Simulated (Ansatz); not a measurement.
# TmGa3Hg3As2N4 in the drawn start structure

Method: PBE, scalar-relativistic; collinear spin; PAW, 420 eV, Γ-centred 4×4×4 mesh, 0.05 eV Gaussian smearing; code Ansatz. The datasets are Ansatz's generated set soft_2.

```
Tm Ga Hg As N
1.0
     9.62333    0.00000    0.00000
    -4.81166    8.33405    0.00000
     0.00000    0.00000    7.26836
Tm Ga Hg As N
1 3 3 2 4
Direct
  0.00000 0.00000 0.50000
  0.33333 0.66667 0.00002
  0.66667 0.33333 0.99998
  0.00000 0.00000 0.00000
  0.50000 0.00000 0.50000
  0.00000 0.50000 0.50000
  0.50000 0.50000 0.50000
  0.33333 0.66667 0.50004
  0.66667 0.33333 0.49996
  0.33333 0.66667 0.75882
  0.33333 0.66667 0.24123
  0.66667 0.33333 0.24118
  0.66667 0.33333 0.75877
```

This is a trial structure made by placing the elements on a prototype's sites, so it needn't be the stable form.

Magnetic state: ferromagnetic, site spin moments Tm 1.04 μB.

Which orbitals carry the states at the Fermi level, and how many states are there?

Within 0.1 eV of it: Tm 4f 65 %, Ga 4p 13 %, N 2p 9 % (shares among the projected shells). The density of states at the Fermi level is about 17 states/eV per cell, averaged over 0.3 eV.

Density of states (tetrahedra, averaged over 0.5 eV; states/eV per cell of 13 atoms; energy in eV from the Fermi level; projections on Löwdin-orthogonalised atomic orbitals, summed over sites):

```csv
E,total,N 2p,Ga 4p,As 4p,Tm 4f down,Tm 4f up
-5.60,1.8,1.0,0.1,0.3,0.0,0.0
-5.10,0.0,0.0,0.0,0.0,0.0,0.0
-4.60,9.1,1.3,0.2,2.3,0.0,0.0
-4.10,2.8,0.6,0.1,0.9,0.0,0.0
-3.60,4.5,1.7,0.2,2.3,0.0,0.0
-3.10,2.6,0.8,0.1,0.3,0.0,0.0
-2.60,5.8,3.3,0.9,0.2,0.0,0.0
-2.10,10.6,6.2,1.4,0.2,0.0,1.9
-1.60,10.3,5.7,1.5,0.2,0.0,0.1
-1.10,14.1,4.4,0.5,0.0,0.0,6.4
-0.60,15.3,1.4,0.4,0.1,5.9,5.6
-0.10,12.0,1.3,1.8,1.0,6.8,0.0
0.40,14.3,1.8,6.5,1.4,1.2,0.0
0.90,4.0,0.6,0.5,1.1,0.0,0.0
1.40,6.8,0.5,0.7,1.6,0.0,0.0
1.90,11.8,0.5,0.8,1.0,0.0,0.0
2.40,11.8,0.6,1.1,1.0,0.0,0.0
2.90,10.0,0.7,2.0,0.1,0.0,0.0
3.40,8.6,1.0,2.2,0.2,0.0,0.0
3.90,17.9,1.7,3.9,0.3,0.0,0.0
4.40,9.7,1.5,3.2,0.4,0.0,0.0
4.90,4.7,0.2,0.3,0.1,0.0,0.0
```

Without a U the open 4f shell is pinned at the Fermi level, an artefact: in the real crystal it splits into occupied and empty levels away from it, and its large orbital moment is missing here. No spin–orbit coupling, a notable omission for heavy elements. The run wasn't fully tested for a lower electronic state. Site moments are of spin, integrated over atomic spheres. Only parallel moments were tried, so the real magnetic order may be another.

The state of the open shells isn't shown to be the lowest, and forces and pressures are less sure for it.
